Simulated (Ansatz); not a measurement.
Data:

CaHBr (space group P4/nmm)

```yaml
crystal:
  lattice:
    - [3.83303, 0.00000, 0.00000]
    - [0.00000, 3.83303, 0.00000]
    - [0.00000, 0.00000, 8.23965]
  atoms:
    - { symbol: Ca, position: [0.00000, 0.50000, 0.15719] }
    - { symbol: Ca, position: [0.50000, 0.00000, 0.84281] }
    - { symbol: H, position: [0.50000, 0.50000, 0.00000] }
    - { symbol: H, position: [0.00000, 0.00000, 0.00000] }
    - { symbol: Br, position: [0.00000, 0.50000, 0.68010] }
    - { symbol: Br, position: [0.50000, 0.00000, 0.31990] }
```

The volume is varied about the relaxed value V₀ at fixed cell shape. The atoms relax within the cell's symmetry.

Calculation: r2SCAN (plane waves to 500 eV, PAW, scalar-relativistic; Ansatz, a first-principles code). k mesh 9×9×4 (Γ-centred), Fermi-Dirac smearing 0.05 eV. The energy includes the smearing's −TS. Compression counts positive. With the shape held, the modulus is that of even scaling; a crystal free to change shape is softer. CaHBr was relaxed with its symmetry unable to fall. The zero of ΔE is the relaxed starting cell.

The scan covers V/V₀ from 0.940 to 1.060 in 9 points.

Q: What is the fitted pressure derivative B₀′?

A: 5.8.

Q: What bulk modulus at fixed cell shape B₀ follows from a third-order Birch-Murnaghan fit?

A: 29.2 GPa.

(A scan under strain: stresses follow from slopes of the energy per volume, elastic moduli from its curvatures.)
